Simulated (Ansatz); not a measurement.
Free-standing chains of the atoms of Na, named by their start (strip: triangular double chain, ladder: square double chain); atoms and period are relaxed, and energies count from relaxed bulk Na (Im-3m, 37.61 Å³/atom, gap on the mesh 0.00 eV).

Level of theory: DFT r2SCAN, scalar-relativistic, plane waves, PAW in Ansatz 0.2.0.

Plane waves to 500 eV, a k mesh through Γ of 1×1×11 on the computed 2-atom cell and Gaussian smearing (0.05 eV); collinear spin from starting moments 0.5 0.5 μB.

Start (zigzag chain):

```
Na
1.0
    10.50000    0.00000    0.00000
     0.00000    9.30000    0.00000
     0.00000    0.00000    5.92244
Na
2
Cartesian
  4.5097 4.6500 0.0000
  5.9903 4.6500 2.9612
```

Q: What does the relaxation give?

A: The free energy falls by 62 meV/atom.

* excess energy (eV per host atom): 0.562
* period (Å): 4.559
* gap on the mesh (eV): 0.33
* size of the moment (μB per cell): 0.00

Relaxed structure:
```
CELL_PARAMETERS angstrom
10.50000 0.00000 0.00000
0.00000 9.30000 0.00000
0.00000 0.00000 4.55867
ATOMIC_POSITIONS crystal
Na 0.38276 0.50000 0.00000
Na 0.61724 0.50000 0.50000
```

An odd mesh misses points on the zone edge, so a gap read on it can be too wide.

Each run keeps its start's symmetry and one magnetic start, so lower states can exist.

Time: 4.1 min on 2 threads of Arm Neoverse V2, with other jobs on the host, peak memory 1.7 GiB.